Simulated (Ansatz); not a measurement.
TaNOF:
```
CELL_PARAMETERS angstrom
      3.90905     0.00000     0.00000
      0.00000     3.97485     0.00000
      0.00000     0.00000     4.11957
ATOMIC_POSITIONS crystal
  Ta 0.00000 0.00000 0.00000
  N  0.00000 0.50000 0.00000
  O  0.50000 0.00000 0.00000
  F  0.00000 0.00000 0.50000
```

Relaxed with PBE. Special points in fractions of this cell's reciprocal vectors: Γ (0.000, 0.000, 0.000); X (0.500, 0.000, 0.000); S (0.500, 0.500, 0.000); Y (0.000, 0.500, 0.000); Z (0.000, 0.000, 0.500); U (0.500, 0.000, 0.500); R (0.500, 0.500, 0.500); T (0.000, 0.500, 0.500).

Question: List the band energies nearest the Fermi level at these points for DFT-PBE in the program Ansatz with PAW potentials.

Answer: In eV from the Fermi level; about four levels below and three above (degenerate sets whole), none deeper than 8.9 eV; points with the same levels are listed once.

```
k                    below           above
-  -----------------------  --------------
Γ  -4.69 -2.36 -2.25 -2.09  0.18 0.26 0.38
X  -4.64 -3.45 -3.38 -0.54  0.09 0.16 1.98
S  -4.69 -4.68 -3.40 -1.89  0.62 4.76 5.11
Y  -2.21 -2.01 -1.98 -1.91  1.96 4.61 5.80
Z  -2.55 -2.47 -2.30 -0.30  0.29 0.32 2.10
U  -3.35 -2.34 -0.49 -0.39  0.00 3.20 4.86
R  -4.73 -4.62 -2.31 -0.87  0.64 5.42 6.22
T  -2.30 -2.23 -1.86 -0.94  3.16 5.83 6.19
```

Space group Pmmm. The start of the workflow was typed in or built on a structure type; neither database checked (COD, Materials Project) lists it. Its standing as an ambient phase is unchecked. Symmetry was held in the PBE relaxation; whether a distortion lowers the energy is not shown. No spin polarisation was allowed. With an odd number of electrons in the cell and no spin polarisation, the count alone makes it a metal. Spin–orbit coupling is left out wherever it is not named.

Potentials: the earlier of the program's two PAW sets.
